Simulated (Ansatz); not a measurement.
BeTe:
```
BeTe
1.0
    0.00000     2.83182     2.83182
    2.83182     0.00000     2.83182
    2.83182     2.83182     0.00000
Be Te
1 1
Direct
  0.50000   0.50000   0.50000
  0.25000   0.25000   0.25000
```

x, y and z are the axes in which the lattice vectors are written.

Q: Give the high-frequency dielectric tensor and the Born effective charge tensors of the independent atoms from DFPT, PBE in the plane-wave PAW code Ansatz.

A: 
ε∞:
```
7.41  0.00  0.00
0.00  7.41  0.00
0.00  0.00  7.41
```
Z* of atom 1 (Be), rows: field, columns: displacement, in e:
```
1.36  0.00  0.00
0.00  1.36  0.00
0.00  0.00  1.36
```
Z* of atom 2 (Te), rows: field, columns: displacement, in e:
```
-1.36   0.00   0.00
 0.00  -1.36   0.00
 0.00   0.00  -1.36
```

Static charges for comparison (Bader): Be1 +1.47, Te2 -1.47 e. Born charges measure polarisation by displacement and can exceed these by far.

Space group F-43m (zinc blende). The PBE relaxation kept the symmetry of its start; of distortions, only those at the zone centre were tested. The volume moved by 30 % from the start of the relaxation. Spin–orbit coupling is left out wherever it is not named.

Potentials: the later of the program's two PAW sets.
